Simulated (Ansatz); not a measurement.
Frames from the relaxation of a relaxed Ru cell displaced along its unstable phonon at q = (0, 0, ½) of its primitive reciprocal cell (17i cm⁻¹), largest move 0.15 Å, as extended XYZ (Å, eV, eV/Å, GPa with compression positive). Computed with PBE (plane waves to 420 eV, PAW, scalar-relativistic; Ansatz, a quantum-chemistry and plane-wave program). Γ-centred k-mesh 9×9×6 on the run's cell (coarser than for final values), Fermi–Dirac smearing 0.05 eV.

```xyz
6
Lattice="4.2657 0.0000 0.0000 -2.1328 3.6942 0.0000 0.0000 0.0000 5.3723" Properties=species:S:1:pos:R:3:forces:R:3 pbc="T T T" step=1 free_energy=-35270.390 pressure=3.1 accepted=T
Ru     0.0000     0.0000     0.1500    0.0000    0.0000   -2.4519
Ru     0.0000     0.0000     2.5362    0.0000    0.0000    2.4519
Ru     0.0000     2.4628     1.3431    0.0000    0.0000    0.0000
Ru     0.0000     2.4628     4.0292    0.0000    0.0000    0.0000
Ru     2.1328     1.2314     1.3431    0.0000    0.0000    0.0000
Ru     2.1328     1.2314     4.0292    0.0000    0.0000    0.0000
6
Lattice="4.2661 0.0000 0.0000 -2.1331 3.6946 0.0000 0.0000 0.0000 5.3528" Properties=species:S:1:pos:R:3:forces:R:3 pbc="T T T" step=2 free_energy=-35270.613 pressure=1.2 accepted=T
Ru     0.0000     0.0000     0.0474    0.0000    0.0000   -0.1962
Ru     0.0000     0.0000     2.6290    0.0000    0.0000    0.1962
Ru     0.0000     2.4630     1.3382    0.0000    0.0000    0.0000
Ru     0.0000     2.4630     4.0146    0.0000    0.0000    0.0000
Ru     2.1331     1.2315     1.3382    0.0000    0.0000    0.0000
Ru     2.1331     1.2315     4.0146    0.0000    0.0000    0.0000
6
Lattice="4.2690 0.0000 0.0000 -2.1345 3.6971 0.0000 0.0000 0.0000 5.3764" Properties=species:S:1:pos:R:3:forces:R:3 pbc="T T T" step=3 free_energy=-35270.617 pressure=-0.5 accepted=T
Ru     0.0000     0.0000     0.0425    0.0000    0.0000   -0.1119
Ru     0.0000     0.0000     2.6457    0.0000    0.0000    0.1119
Ru     0.0000     2.4647     1.3441    0.0000    0.0000    0.0000
Ru     0.0000     2.4647     4.0323    0.0000    0.0000    0.0000
Ru     2.1345     1.2324     1.3441    0.0000    0.0000    0.0000
Ru     2.1345     1.2324     4.0323    0.0000    0.0000    0.0000
```

The path has 8 moves and ends in P6/mmm (No. 191), 0.04 eV/atom below its start. Free energies are of the whole cell and compare only within this code, potentials and settings.  No spin polarisation in the result.

The run could not lose the symmetry of its start: the end is stationary, and may be a saddle point rather than a minimum.

The end of the path is a generated cell of Ru: the first start was made by placing the elements on the sites of a structure type, and the end was not matched to a known phase here, so it may be hypothetical. Known forms of Ru include space group No. 194.
